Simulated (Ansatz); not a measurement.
Values for one crystal, relaxed and computed with LDA (plane waves, PAW; program Ansatz); other levels are named.

| Item | Result |
|---|---|
| Volume per atom | 25.49 Å³ |
| Electronic character | metallic (no gap) |
| Pressure derivative B′ | 5.1 |
| Mechanical stability | stable (all eigenvalues of C positive) |
| Debye temperature from the elastic constants | 176 K |
| Highest zone-centre frequency | 80 cm⁻¹ |
| Elastic constants (relaxed ions, GPa) | C11 = 78.3, C12 = 57.1, C44 = 27.5 |

Problem. Pick the material that matches.
(A) NiSb, NiAs type
(B) SnSb, CsCl type
(C) In3SbTe2, Immm (In on 2a, In on 4i, Sb on 2d, Te on 4j)
(D) GaSb, Immm (Ga on 2a, Sb on 2c)

Solution. B, SnSb, CsCl type

Space group Pm-3m (CsCl type). The workflow started from a Materials Project entry (that database holds measured and hypothetical structures alike); the Crystallography Open Database copy checked does not list it. COD files the formula under space group No. 166, 225, so this cell is another polymorph or a model. Its standing as an ambient phase is unchecked. The cell was relaxed with LDA under the symmetry of its start; of distortions, only those at the zone centre were tested. As this level gives no gap, shear constants depend on the k-mesh and smearing (Fermi–Dirac, 0.1 eV here). As this level gives no gap, phonon frequencies hold no LO–TO term and depend on the k-mesh and smearing (Fermi–Dirac, 0.1 eV here). Scalar-relativistic: spin–orbit coupling is off unless named, which matters more the heavier the elements.

Potentials: the later of the program's two PAW sets.
